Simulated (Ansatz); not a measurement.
**Notes on OsBr4**

```
Br Os
1.0
     0.00000    6.71572    0.00000
     6.43342   -3.35786    0.00000
     3.30240    0.00000   -6.23714
Br Os
4 1
Cartesian
  1.9039 1.4103 -0.4366
  7.8320 -1.9476 -5.8005
  3.6940 5.3054 -4.3036
  6.0418 1.9476 -1.9335
  0.0000 0.0000 0.0000
```

Single point in Ansatz 0.2.0 with r2SCAN, no spin polarisation. Cutoff 500 eV, PAW datasets, 6×6×6 Γ-centred k mesh, fermi-dirac filling (width 0.1 eV).

Q: How is the charge shared?

A: Bader charges in e: Os +1.02, Br -0.25. In the mean Os gives up most and Br takes most.

Q: Is there a gap, and of what kind?

A: The gap is 0.99 eV, indirect (the least direct gap found is 1.03 eV).

Q: What is the formation energy?

A: 0.09 eV an atom against the elements' usual phases (free molecules for gases, crystals otherwise, with no correction for O₂ or N₂), so at this geometry it isn't bound against them. Relaxing would lower it.

Q: Is the cell too large or too small?

A: The pressure is -2.7 GPa (compression positive), so with the atoms held at these fractions the cell would first shrink; the forces are large, so a full relaxation may end otherwise.

Origin: a known structure type with other elements, at an estimated volume, so it need not be a known compound. Caveats: no spin-orbit coupling, which can shift this gap by tenths of an eV.
